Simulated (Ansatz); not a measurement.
Sb2W:
```
CELL_PARAMETERS angstrom
      1.72126    -6.42464     0.00000
      1.72126     6.42464     0.00000
      0.00000     0.00000     5.92957
ATOMIC_POSITIONS crystal
  W  0.90135 0.09865 0.49904
  W  0.09865 0.90135 0.99904
  Sb 0.56070 0.43930 0.36054
  Sb 0.43930 0.56070 0.86054
  Sb 0.29229 0.70771 0.21544
  Sb 0.70771 0.29229 0.71544
```

Relaxed with r²SCAN.

**Question.** Map the valence electron density (e/Å³), cut off at 1 on the plane through (0.901, 0.099, 0.499) spanned by u = [0, 0, 1] and v = [1, -1, 0] in lattice vectors, from plane-wave PAW r²SCAN (Ansatz code).

**Answer.** x is the fraction of u, y of v (the angle between them is 90°; rows are the nearest grid lines); atoms in the plane: W at (0.00, 0.00), W at (0.50, 0.20), Sb at (0.86, 0.66), Sb at (0.36, 0.54), Sb at (0.72, 0.39), Sb at (0.22, 0.81).
```
|@@@@@#-:...            .:*@@@@@|
|@@@@+-:..            ...:-+@@@@|
|%#+=-:::..           ...:::-+#%|
|::-=*#%#*=-..         ........:|
|:-*@@@@@@@@*-..              .:|
|:-+@@@@@@@@+-:..          ...::|
|--=+%@@@@%+-::...   ....:::----|
|*=-:...............:-=*@@@@@@@*|
|@=:.    ...:::.....:-+@@@@@@@@@|
|-:....:-+#@@@#+-:....:-+%@@@%+-|
|::...:-*@@@@@@@+-:.  ..:--==--:|
|...::-+@@@@@@@@@=:..    .......|
|.....::-+#@@@#+=---------:::...|
|.         ....::-+@@@@@@@@+-:..|
|              .:-#@@@@@@@@#-:. |
|              ..-+%@@@@@@#=:.  |
|      .......:::---===--:.     |
|      ...:-+@@@@@@@+-:..       |
|       ..:=@@@@@@@@@+:...      |
|        .:+@@@@@@@@@+::....    |
|..       ..:-+%@%*-:...........|
|%#+-:............       ..:-=*%|
|@@@@=:........         ..:=@@@@|
|@@@@@#-:...            .:*@@@@@|
```
Scale: ten equal steps from 0.046 (start of ' ') to 1.00 (end of '@'), in the order ' .:-=+*#%@'; x runs from 0.000 to 1.00, y from 0.000 (bottom) to 1.00 (top).

The density is the valence pseudo-density with augmentation charge, so density and ELF within about 1 Å of a nucleus are not all-electron values.

Space group Cmc2_1. The start of the workflow was typed in or built on a structure type; neither database checked (COD, Materials Project) lists it. Whether it is the stable phase at ambient conditions was not checked. The r²SCAN relaxation kept the symmetry of its start; its stability against distortions is not shown here. No spin polarisation was allowed. The volume moved by -19 % from the start of the relaxation. Its formation energy is positive at this level, so the cell may be metastable or incomplete. Spin–orbit coupling is left out wherever it is not named.

Potentials: the later of the program's two PAW sets.
